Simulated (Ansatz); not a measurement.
Level: r2SCAN, no spin polarisation; 500 eV; 5×5×3 Γ-centred mesh; cold occupations (width 0.2443 eV); Ansatz 0.2.0, fixed geometry.

Computed maps in the lattice plane spanned by a (left to right, 5.67 Å, 17 points from zero) and b (bottom to top, 5.67 Å, 17 points from zero), 60° apart, at height 0.318 along c. The fields are smooth PAW ones with compensation charges, not the true ones near nuclei.

Valence density. Digits on a logarithmic scale: 0 up to 0.03 e/Å³, each further digit a factor of 1.6, 9 from 1.3 e/Å³ up:
```
00000258999852000
00000135899853100
00000123577753210
10001233456654332
42112455556665555
75323578876666788
98533589997666799
99854589999755799
99975579999854589
99976667999853358
78876666788753235
45555666555542112
12334566543321000
00123577753210000
00013589985310000
00002589998520000
00001479999741000
```

Q: The cell is KBi4BrO6. Which atoms lie within 0.2 Å of this plane, and where (fractions of a and b)?

A: O at (0.50, 0.50), O at (0.50, 0.00), O at (0.00, 0.50). The whole cell:
```xyz
12
Lattice="2.8372 4.9142 0.0000 -2.8372 4.9142 0.0000 0.0000 0.0000 9.6768" Properties=species:S:1:pos:R:3 pbc="T T T"
Bi   -0.0003    3.2763    2.0128
Bi   -0.0003    6.5522    2.0128
Bi   -0.0003    3.2763    7.6640
Bi    0.0000    6.5526    7.6640
Br    0.0000    0.0000    0.0000
O     0.0000    4.9142    3.0772
O     1.4186    2.4571    3.0772
O    -1.4186    2.4571    3.0772
O    -1.4186    2.4571    6.5996
O     1.4186    2.4571    6.5996
O     0.0000    4.9142    6.5996
K     0.0000    0.0000    4.8384
```

Origin: a known structure type with other elements, at an estimated volume, so it need not be a known compound. Caveats: atoms or cell far from equilibrium; wide smearing.
